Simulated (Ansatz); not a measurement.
ZnO:
Space group P6₃mc (No. 186); a = 3.1803 Å, b = 3.1803 Å, c = 10.3403 Å, α = 90.00°, β = 90.00°, γ = 120.00°

| atom | site | symmetry | x | y | z |
|---|---|---|---|---|---|
| Zn | 2a | 3m. | 0.0000 | 0.0000 | 0.0006 |
| Zn | 2b | 3m. | 0.3333 | 0.6667 | 0.2505 |
| O | 2a | 3m. | 0.0000 | 0.0000 | 0.3122 |
| O | 2b | 3m. | 0.3333 | 0.6667 | 0.0624 |

Relaxed with LDA.

Question: Decompose the optical modes at the zone centre into irreducible representations, and say which are infrared and Raman allowed.

Answer: Point group 6mm: Γ_opt = 3A1 + 4B1 + 3E1 + 4E2. Infrared: A1, E1. Raman: A1, E1, E2.

Question: Assign frequencies (DFPT, DFT-LDA in the program Ansatz with PAW potentials; without the LO–TO term).

Answer: E2 65, E2 68, E1 88, B1 189, B1 190, A1 263, A1 397, E1 405, E2 423, E2 427, E1 442, B1 557, A1 557, B1 561 cm⁻¹.

Subscripts of B labels follow the axes of the standard setting.

Space group P6_3mc. The cell is a constructed one: a structure type filled with these elements. Its sites differ from those of the usual phase in this space group: another stacking or structure type. The LDA relaxation kept the symmetry of its start; whether a distortion lowers the energy is not shown.

Potentials: the later of the program's two PAW sets.
